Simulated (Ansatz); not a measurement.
SiO2:
```xyz
12
Lattice="4.9317 0.0000 0.0000 0.0000 8.2076 0.0000 -2.4643 0.0000 4.4097" Properties=species:S:1:pos:R:3 pbc="T T T"
Si     2.0184     7.7021     1.4468
Si     0.4490     3.5983     2.9629
Si    -0.4469     0.5260     2.9663
Si     2.9143     4.6298     1.4434
O      3.2592     0.4088     1.9257
O     -0.7918     4.5126     2.4840
O      1.5212     0.0118     0.0024
O      0.9462     4.1156     4.4073
O      1.6740     3.7140     1.9213
O      0.7934     7.8178     2.4884
O      0.0014     2.0621     3.0499
O      2.4659     6.1659     1.3598
```

Relaxed with r²SCAN.

Problem. Give the Bader charges and basin volumes of the independent atoms, the program Ansatz at the r²SCAN level (PAW).

Solution. 

```tsv
atom	Bader charge (e)	Bader volume (Å³)
Si1	+3.37	2.7
O5	-1.68	19.1
O7	-1.68	18.9
O11	-1.69	19.0
```

Space group C222_1. The first step of the workflow began from a Materials Project structure, measured or hypothetical; the Crystallography Open Database files this formula in space group No. 20, but the cells were not matched. It is not the phase usual at ambient conditions (space group No. 92, 152, 154). Symmetry was held in the r²SCAN relaxation; its stability against distortions is not shown here.

Potentials: the earlier of the program's two PAW sets.
